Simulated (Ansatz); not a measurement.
ZnInGaO₄ (InGaZnO4 type, space group R3m)

```yaml
crystal:
  lattice:
    - [1.65751, 0.95696, 8.58477]
    - [-1.65751, 0.95696, 8.58477]
    - [0.00000, -1.91393, 8.58477]
  atoms:
    - { symbol: In, position: [0.99705, 0.99705, 0.99705] }
    - { symbol: Ga, position: [0.21287, 0.21287, 0.21287] }
    - { symbol: Zn, position: [0.78131, 0.78131, 0.78131] }
    - { symbol: O, position: [0.13628, 0.13628, 0.13628] }
    - { symbol: O, position: [0.87884, 0.87884, 0.87884] }
    - { symbol: O, position: [0.28876, 0.28876, 0.28876] }
    - { symbol: O, position: [0.70489, 0.70489, 0.70489] }
```

The slice is a (0001) plane (indices of the conventional cell) through the point (0.879, 0.879, 0.879) (fractional), spanned by u = [1 0 -1] and v = [-1 2 -1] in vectors of this cell: u (3.32 Å) and v (5.74 Å, at 90° to u). It covers one period; positions are fractions (u, v).

The numbers are results of PBEsol (plane waves to 420 eV, PAW, scalar-relativistic; Ansatz, a program for electronic structure), not measurements. k mesh 12×12×12. Inside the PAW spheres the values are not all-electron values, and peaks at nuclei hang on which shells count as valence. The PAW data are Ansatz's earlier set. ZnInGaO4 was relaxed with its symmetry unable to fall.

Task: Around which element is the density of the highest valence band (whole band, smooth part) largest on this plane?

Result: O. Mean over a disc round each atom, of radius 0.45 times the shortest bond: O 0.020, Ga 0.001 e/Å³.

Task: What is the ELF at the density minimum of the shortest Ga–O line in this plane (1.91 Å)?

Result: 0.3.

Task: What is the valence density on the shortest Ga–O line in this plane (1.91 Å), at its minimum between the atoms?

Result: 0.67 e/Å³.

Task: Predict the map of the valence electron density on the slice.

Result: 
```
|776655332211111122335566|
|555544221100000011224455|
|443333221100000011223333|
|443333221100000011223333|
|666644221111001111224466|
|998855332222222222335588|
|998855333333333333335588|
|776644334455555544334466|
|444433445566776655443344|
|222233445577777755443322|
|111122335566776655332211|
|000011224455555544221100|
|000011223333443333221100|
|000011223333443333221100|
|001111224466666644221111|
|222222335588998855332222|
|333333335588998855333333|
|555544334466776644334455|
|776655443344444433445566|
|777755443322222233445577|
```
Scale: ten equal steps from -1.39 (start of '0') to 1.67 (end of '9'), in the order '0123456789'. Values: log₁₀ of the valence density in e/Å³. The map has 12 points along u (two characters each, u = 0 at the left) and 20 along v (v = 0 in the bottom row). The scale is logarithmic, as a density can span decades between atoms and voids.
